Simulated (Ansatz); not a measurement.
Polymorphs of SnGe, each relaxed with plane-wave PAW PBEsol (Ansatz code):

A: Pmma
a = 4.2996 Å, b = 4.3297 Å, c = 6.1581 Å, α = 90.00°, β = 90.00°, γ = 90.00°

```csv
atom,site,symmetry,x,y,z
Ge,2e,mm2,0.2500,0.0000,0.1091
Sn,2f,mm2,0.2500,0.5000,0.3569
```

B: Pmma
a = 4.3282 Å, b = 4.3015 Å, c = 12.3152 Å, α = 90.00°, β = 90.00°, γ = 90.00°

```csv
atom,site,symmetry,x,y,z
Ge,2e,mm2,0.2500,0.0000,0.3374
Ge,2f,mm2,0.2500,0.5000,0.4461
Sn,2e,mm2,0.7500,0.0000,0.2133
Sn,2f,mm2,0.7500,0.5000,0.0702
```

Question: Put the candidates in order of energy per atom at 0 K, lowest first, for PBEsol.

Answer: A (+0 meV/atom), B (+7 meV/atom)

Typed or built starts, not in the databases checked: A; B. All cells were relaxed under the symmetry of their starts (and spin orders); stability against distortions was not tested throughout. Spin–orbit coupling is left out wherever it is not named.

Energies hold the estimated change up to a 700 eV cutoff; steps of a few meV lie near the error of the meshes.

Potentials: the earlier of the program's two PAW sets. The files were generated under PBE; for other functionals the program regenerates the frozen cores, and for LDA and PBEsol the local potential too.
